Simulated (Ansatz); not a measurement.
Starting cell, LiF (rock salt):

```
CELL_PARAMETERS angstrom
      0.00000     3.99020     3.99020
      1.99510     1.99510     3.99020
      1.99510     1.99510     0.00000
ATOMIC_POSITIONS crystal
  F  0.00000 0.00000 0.00000
  F  0.50000 0.00000 0.00000
  Li 0.00000 0.50000 0.50000
  Li 0.50000 0.50000 0.50000
```

The atoms are displaced by Q × the pattern below (from a DFPT mode at X = (0.5, 0.5, 0.0), largest move 1; Q in Å), at fixed cell. It is one choice among 2 degenerate patterns. (q is in reciprocal vectors of the primitive cell; the cell shown is doubled to hold the pattern.)

```tsv
atom	x	y	z
F1	0.000	-0.229	0.000
F2	0.000	0.229	0.000
Li3	0.000	-1.000	0.000
Li4	0.000	1.000	0.000
```

Level of theory: r2SCAN (plane waves to 500 eV, PAW, scalar-relativistic; Ansatz, a program for electronic structure). k mesh 14×14×14 (Γ-centred), Fermi-Dirac smearing 0.05 eV. E stands for the smeared free energy. LiF was relaxed with its symmetry unable to fall. The zero of ΔE is the undisplaced structure.

```json
[
 {"Q (Å)": "-0.180", "ΔE (meV/cell)": "141.8"},
 {"Q (Å)": "-0.150", "ΔE (meV/cell)": "93.6"},
 {"Q (Å)": "-0.120", "ΔE (meV/cell)": "withheld"},
 {"Q (Å)": "-0.090", "ΔE (meV/cell)": "31.2"},
 {"Q (Å)": "-0.060", "ΔE (meV/cell)": "13.5"},
 {"Q (Å)": "-0.030", "ΔE (meV/cell)": "3.3"},
 {"Q (Å)": "0.000", "ΔE (meV/cell)": "0.0"},
 {"Q (Å)": "0.030", "ΔE (meV/cell)": "3.3"},
 {"Q (Å)": "0.060", "ΔE (meV/cell)": "13.5"},
 {"Q (Å)": "0.090", "ΔE (meV/cell)": "31.2"},
 {"Q (Å)": "0.120", "ΔE (meV/cell)": "withheld"},
 {"Q (Å)": "0.150", "ΔE (meV/cell)": "93.6"},
 {"Q (Å)": "0.180", "ΔE (meV/cell)": "141.8"}
]
```

Task: Fit an even polynomial form (powers 2, 4) to the given rows and predict ΔE at Q = -0.120.

Result: Least squares on the 11 given rows: ΔE = (3672)·Q² + (21740)·Q⁴, in meV/cell with Q in Å; root-mean-square residual 0.02 meV/cell. At -0.120 the fit gives 57.4 meV/cell; the calculation gives 57.4 meV/cell, the same to the digits shown. The quadratic term alone would give 52.9 meV/cell.

(For displaced atoms, the force is minus the slope of the energy, and its curvature is a force constant, which sets phonon frequencies.)
